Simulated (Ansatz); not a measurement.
# zincblende-structured ReS

Method: r²SCAN, scalar-relativistic; collinear spin; PAW, 500 eV, Γ-centred 12×12×12 mesh, 0.05 eV Gaussian smearing; code Ansatz. The datasets are Ansatz's generated set soft_2.

```xyz
2
Lattice="0.0000 2.6047 2.6047 2.6047 0.0000 2.6047 2.6047 2.6047 0.0000" Properties=species:S:1:pos:R:3 pbc="T T T"
Re    0.0000    0.0000    0.0000
S     1.3023    1.3023    1.3023
```

The start was a prototype's sites filled with these elements, not a measured cell.

The geometry is fixed. Moments are started on Re in several ways. Signs follow the order of those atoms. q is the propagation vector of an order in a doubled cell, in units of this cell's reciprocal vectors; doubled cells take an equivalent mesh or are counted from a ferromagnetic run in the same cell, unless said otherwise. Energies count from the first row, the state in which the cell was relaxed.

The starts:
- order of the relaxation, signs -
- no spin polarisation
- antiparallel, q = (0, 0, 1/2)
- small parallel moments

Question: Which start ends lowest, and how far above it lies the solution without spin polarisation?

Answer: Lowest, alike within 0.5 meV/atom: order of the relaxation, signs -; antiparallel, q = (0, 0, 1/2) (which ended parallel); small parallel moments, though «no spin polarisation» lies within 0.5 meV/atom, too near to part. Without spin polarisation the energy is 0.5 meV/atom higher.

| start | largest typed moment (μB) | ΔE (meV/atom) | gap on the mesh (eV) | P (GPa) | final spin moments (μB) |
| --- | --- | --- | --- | --- | --- |
| order of the relaxation, signs - | 0.13 | 0.0 | metal | 0.0 | Re -0.12 |
| no spin polarisation | 0.00 | 0.5 | metal | 0.0 | none |
| antiparallel, q = (0, 0, 1/2) | 2.00 | 0.0 | metal | 0.0 | Re 0.12 |
| small parallel moments | 0.50 | 0.0 | metal | 0.0 | Re 0.12 |

1 further start is left out (unconverged or without a whole record).

These starts lost their opposed signs and ended with parallel moments: antiparallel, q = (0, 0, 1/2).

Only orders that fit these small cells were tried, so the real crystal's order may be another.

Scalar-relativistic only: spin–orbit splittings of the heavy atoms' levels are missing. The run wasn't fully tested for a lower electronic state. So small a moment in a metal hangs on mesh and smearing, and semilocal functionals can overstate it, so the real crystal may have none. Site moments are of spin, integrated over atomic spheres.
